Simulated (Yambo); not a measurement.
```
CELL_PARAMETERS angstrom
      0.00000     3.03766     3.03766
      3.03766     0.00000     3.03766
      3.03766     3.03766     0.00000
ATOMIC_POSITIONS crystal
  Cl 0.50000 0.50000 0.50000
  K  0.00000 0.00000 0.00000
```

KCl (rock salt, space group Fm-3m, No. 225): G0W0@LDA in Yambo (4×4×4 Γ-centred k mesh, 136 bands and a 10 Ry block in the screening, 136 bands in G with the Bruneval-Gonze terminator, plasmon pole fitted at 27.2 eV) on wavefunctions from Quantum ESPRESSO. With the symmetry operations that carry no fractional translation, the mesh has 8 irreducible k points, and the gap Γ → Γ is 8.419 eV.

Question: What changes when point-group symmetry is switched off and time reversal alone is kept?

Answer: The mesh then has 36 irreducible points. The exact result doesn't change; the run gives 8.433 eV, and the difference is numerical residue, whose source wasn't traced. Rough time against the symmetric run: about 4× for the empty bands, about 4× for Yambo (2 states against 4).

Geometry relaxed with LDA.
